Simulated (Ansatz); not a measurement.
YHSe in space group P-6m2 (No. 187; Y on 1a, H on 1c, Se on 1f), a = 3.794 Å, b = 3.794 Å, c = 3.851 Å, α = 90.00°, β = 90.00°, γ = 120.00°.

Relaxed with PBEsol. 

Problem. HSE06 on this cell (Ansatz, a quantum-chemistry and plane-wave program, PAW) gives a gap of 2.24 eV. What does PBEsol give?

Solution. 1.36 eV.

Cost on shared cores: the PBEsol run (SCF on a 8×8×7 mesh, then bands and DOS) very roughly 29 core-seconds, the HSE06 run (SCF on 6×6×5, then a few points) very roughly 2.7 core-minutes; the tasks are unlike.

The workflow started from a Materials Project entry (that database holds measured and hypothetical structures alike); the Crystallography Open Database copy checked does not list it. Its standing as an ambient phase is unchecked. Symmetry was held in the PBEsol relaxation; whether a distortion lowers the energy is not shown. No spin polarisation was allowed. Spin–orbit coupling is left out wherever it is not named.

Potentials: the later of the program's two PAW sets.

Ansatz is a plane-wave DFT program.
